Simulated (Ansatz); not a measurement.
Sb:
```yaml
crystal:
  lattice:
    - [2.16094, 1.24762, 3.68851]
    - [-2.16094, 1.24762, 3.68851]
    - [0.00000, -2.49523, 3.68851]
  atoms:
    - { symbol: Sb, position: [0.23566, 0.23566, 0.23566] }
    - { symbol: Sb, position: [0.76434, 0.76434, 0.76434] }
```

Relaxed with PBEsol. Special points in fractions of this cell's reciprocal vectors: Γ (0.000, 0.000, 0.000); T (0.500, 0.500, 0.500); H2 (0.757, 0.243, 0.500); H0 (0.500, -0.243, 0.243); L (0.500, 0.000, 0.000); S0 (0.371, -0.371, 0.000); S2 (0.629, 0.000, 0.371); F (0.500, 0.000, 0.500).

**Question.** List the band energies nearest the Fermi level at these points for DFT-PBEsol in the program Ansatz with PAW potentials.

**Answer.** In eV from the Fermi level; about four levels below and three above (degenerate sets whole), none deeper than 8.9 eV; points with the same levels are listed once.

```
k                     below           above
--  -----------------------  --------------
Γ   -4.70 -1.92 -1.77 -1.77  2.36 2.85 2.85
T         -1.21 -1.21 -0.43  0.01 0.01 0.97
H2        -4.98 -4.90 -0.53  0.65 4.70 4.74
L   -1.73 -1.56 -0.27 -0.15  0.24 0.36 7.86
S0        -5.32 -3.15 -2.87  2.91 3.40 4.07
F   -7.86 -5.53 -3.72 -3.67  1.61 5.09 5.51
```

Space group R-3m (A7 (α-As type)). The cell was relaxed with PBEsol under the symmetry of its start. The Fermi level of a semimetal is unsure by some 0.05 eV on such meshes. Spin–orbit coupling is left out wherever it is not named.

Potentials: the earlier of the program's two PAW sets. The files were generated under PBE; for other functionals the program regenerates the frozen cores, and for LDA and PBEsol the local potential too.
